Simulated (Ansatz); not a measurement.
A (100) slab of Cu (P6_3/mmc (No. 194)), 12 planes, outer planes Cu (top) and Cu (bottom), with 12 atoms (Cu12) in a surface cell of A = 10.376 Å², as cut from the bulk:

```
CELL_PARAMETERS angstrom
2.52059 0.00000 0.00000
0.00000 4.11652 0.00000
0.00000 0.00000 27.36974
ATOMIC_POSITIONS crystal
Cu 0.00000 0.25000 0.27403
Cu 0.00000 0.75000 0.32720
Cu 0.50000 0.25000 0.35378
Cu 0.50000 0.75000 0.40695
Cu 0.00000 0.25000 0.43354
Cu 0.00000 0.75000 0.48671
Cu 0.50000 0.25000 0.51329
Cu 0.50000 0.75000 0.56646
Cu 0.00000 0.25000 0.59305
Cu 0.00000 0.75000 0.64622
Cu 0.50000 0.25000 0.67280
Cu 0.50000 0.75000 0.72597
```

Computed with DFT PBEsol, scalar-relativistic, plane waves, PAW in Ansatz. Settings: cutoff 420 eV, Γ-centred mesh 14×9×1 on the computed 12-atom cell, Gaussian smearing of 0.10 eV; no spin polarisation. The cell repeats along c with a dipole correction in the vacuum.

Against the same 12 atoms in the bulk, the slab as cut lies 2.921 eV higher and the relaxed slab 2.821 eV higher.

(1) Work out the surface energy before and after relaxation.

(2) What is the ideal work of this cut, per area?

Answers

(1) The slab has two faces, so γ = (E_slab − N·E_bulk)/(2A), the mean of both. As cut: 2.921/(2 × 10.376) = 0.1408 eV/Å², and 1 eV/Å² = 16.02 J/m², so γ = 2.25 J/m². Relaxed: 2.821/(2 × 10.376) = 0.1359 eV/Å² = 2.18 J/m². Relaxation recovers 3 % of the cost of cutting.

(2) Griffith's ideal work is 2γ: 4.51 J/m² if the new faces stay rigid, 4.36 J/m² if they relax. Other cuts parallel to this plane can cost less. One thickness was run, 12 planes, so γ can still shift with it.

The reference crystal is a form of Cu, which isn't its usual structure.